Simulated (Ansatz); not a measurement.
A relaxed cell of Ge2P is given with its symmetry left out. The cell was found from a structure generator's guess, not taken from experiment.

Level of theory: DFT PBE, scalar-relativistic, plane waves, PAW in Ansatz. Cutoff 420 eV, Γ-centred mesh, Gaussian smearing, no spin polarisation.

```yaml
crystal:
  lattice:
    - [1.78531, 1.03075, 5.15674]
    - [-1.78531, 1.03075, 5.15674]
    - [0.00000, -2.06150, 5.15674]
  atoms:
    - { symbol: Ge, position: [0.76561, 0.76561, 0.76561] }
    - { symbol: Ge, position: [0.23439, 0.23439, 0.23439] }
    - { symbol: P, position: [0.00000, 0.00000, 0.00000] }
```

Energies over the elements count from the elements' standard structures at the same level, with no fitted energy shifts. The references include black phosphorus.

Question: What space group does it have?

Answer: R-3m (No. 166), the anti-cadmium chloride type. Conventional cell: a = 3.571 Å, c = 15.470 Å. Ge has 3 P at 2.57 Å and 3 Ge at 2.94 Å; P is surrounded by 6 Ge at 2.57 Å.

Question: How far does it lie from the elements in energy?

Answer: +0.19 eV/atom. The separate elements lie lower, so it is unstable against them.

Question: Is it a metal?

Answer: Yes, bands cross the Fermi level on the 18×18×18 mesh.

Question: From what recipe could a structure generator have reached it?

Answer: One such recipe: close-packed metal layers stacked AB, next cell at C, with sites between them filled layer by layer (R-3m, No. 166). Other recipes can lead to the same cell.

The last run used an 18×18×18 mesh for its 3-atom cell and Gaussian smearing of 0.10 eV. An odd number of electrons in the primitive cell allows no gap without spin; a larger cell or a magnetic state could open one. The cell is a metal run without spin; a magnetic state may lie lower. The reference form of P is held partly by dispersion forces, which this level lacks. Symmetry constrained the relaxation, so the result can be a saddle point.
